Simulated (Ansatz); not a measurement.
Values for one crystal, relaxed and computed with DFT-PBEsol in the program Ansatz with PAW potentials; other levels are named.

| Property | Value |
|---|---|
| Volume per atom | 15.73 Å³ |
| Electronic character | metallic (no gap) |
| Debye temperature from the elastic constants | 232 K |
| Mechanical stability | stable (all eigenvalues of C positive) |
| Highest zone-centre frequency | 188 cm^-1 |
| Pressure derivative B′ | 5.6 |
| Gap with spin–orbit coupling | none (metallic) |

Task: Pick the material that matches.
(A) AgPt, L1₀ or tetragonal B2
(B) ZrTa, L1₀ or tetragonal B2
(C) ScAg3, Cu3Au type
(D) AlAg, rock salt

Result: A, AgPt, L1₀ or tetragonal B2

Space group P4/mmm (L1₀ or tetragonal B2). The start of the workflow was typed in or built on a structure type; neither database checked (COD, Materials Project) lists it. Its standing as an ambient phase is unchecked. The cell was relaxed with PBEsol under the symmetry of its start; whether a distortion lowers the energy is not shown. The run is not spin-polarised. As this level gives no gap, shear constants depend on the k-mesh and smearing (Fermi–Dirac, 0.1 eV here). As this level gives no gap, phonon frequencies hold no LO–TO term and depend on the k-mesh and smearing (Fermi–Dirac, 0.1 eV here). On the denser mesh and wider smearing of the elastic run this cell carries a stress of 0.4 GPa. Scalar-relativistic: spin–orbit coupling is off unless named, which matters more the heavier the elements.

Potentials: the earlier of the program's two PAW sets. The files were generated under PBE; for other functionals the program regenerates the frozen cores, and for LDA and PBEsol the local potential too.
